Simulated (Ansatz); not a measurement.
One crystal and one scan (frozen-phonon scan) at two levels, r2SCAN (plane waves to 500 eV, PAW, scalar-relativistic; Ansatz, a first-principles code) and PBE (plane waves to 420 eV, PAW, scalar-relativistic; Ansatz), each from its own relaxed cell and on its own mesh. The cell shown is that of r2SCAN.

Relaxed Al (fcc, Cu type):

```yaml
crystal:
  lattice:
    - [0.00000, 3.99072, 3.99072]
    - [1.99536, 0.00000, 1.99536]
    - [1.99536, 1.99536, 0.00000]
  atoms:
    - { symbol: Al, position: [0.00000, 0.00000, 0.00000] }
    - { symbol: Al, position: [0.50000, 0.00000, 0.00000] }
```

The atoms are displaced by Q × the pattern below (from a DFPT mode at L = (0.5, 0.0, 0.0), largest move 1; Q in Å), at fixed cell. (q is in reciprocal vectors of the primitive cell; the cell shown is doubled to hold the pattern.)

```
atom       x       y       z
----  ------  ------  ------
Al1   -0.577   0.577   0.577
Al2    0.577  -0.577  -0.577
```

Al was relaxed with its symmetry unable to fall. The PAW data are Ansatz's earlier set. With partly filled bands, energies and forces of such displacements shift with the k mesh and the smearing. Percentages come from the unrounded values. Both scans cover Q from -0.180 to 0.180 Å.

Results of r2SCAN:

| Property | Result |
|---|---|
| Lattice constant a (Å) | 3.991 |
| Energy at Q = 0.180 Å (meV/cell) | 413 |
| Harmonic wavenumber from the curvature (finite differences) (cm⁻¹ (negative: imaginary)) | 348 |
| Space group of the distorted cell | R-3m (No. 166), lowered from Fm-3m |
| Symmetry of the curve | even: the same for both signs |
| Shape of the curve | a single well with its minimum at or next to zero displacement |

Question: What does PBE give for the same quantities?

Answer: 
| quantity | PBE | r2SCAN − PBE |
|---|---|---|
| Lattice constant a (Å) | 4.040 | -0.049 (-1.2 %) |
| Energy at Q = 0.180 Å (meV/cell) | 350 | +63 (+18 %) |
| Harmonic wavenumber from the curvature (finite differences) (cm⁻¹ (negative: imaginary)) | 321 | +27 (+8.3 %) |

r2SCAN gives the higher value for: energy at Q = 0.180 Å; harmonic wavenumber from the curvature. r2SCAN gives the lower value for: lattice constant a. Both give the same space group of the distorted cell: R-3m (No. 166), lowered from Fm-3m.

(For displaced atoms, the force is minus the slope of the energy, and its curvature is a force constant, which sets phonon frequencies.)
